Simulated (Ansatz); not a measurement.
W:
```
W
1.0
    0.00000     1.98652     1.98652
    1.98652     0.00000     1.98652
    1.98652     1.98652     0.00000
W
1
Cartesian
  0.00000   0.00000   0.00000
```

Relaxed with LDA. Special points in fractions of this cell's reciprocal vectors: Γ (0.000, 0.000, 0.000); X (0.500, 0.000, 0.500); U (0.625, 0.250, 0.625); K (0.375, 0.375, 0.750); L (0.500, 0.500, 0.500); W (0.500, 0.250, 0.750).

### Question
List the band energies nearest the Fermi level at these points for plane-wave PAW LDA (Ansatz code).

### Answer
In eV from the Fermi level; about four levels below and three above (degenerate sets whole), none deeper than 8.9 eV; … stands for higher levels left out; points with the same levels are listed once.

```tsv
k	below	above
Γ	-0.62 -0.62 -0.62	…
X	-5.78 -4.78	3.46 5.31 …
U	-4.60 -3.40	0.01 2.75 …
L	-5.81 -0.88 -0.88	0.94 …
W	-3.92 -2.05 -2.05	1.32 …
```

Space group Fm-3m (fcc (Cu type)). The workflow started from an entry of the Crystallography Open Database (COD), which files this formula under 6 space groups. It is not the phase usual at ambient conditions (space group No. 229). The cell was relaxed with LDA under the symmetry of its start. At this level the phase is mechanically unstable. The run is not spin-polarised. Scalar-relativistic: spin–orbit coupling is off unless named, which matters more the heavier the elements.

Potentials: the earlier of the program's two PAW sets.
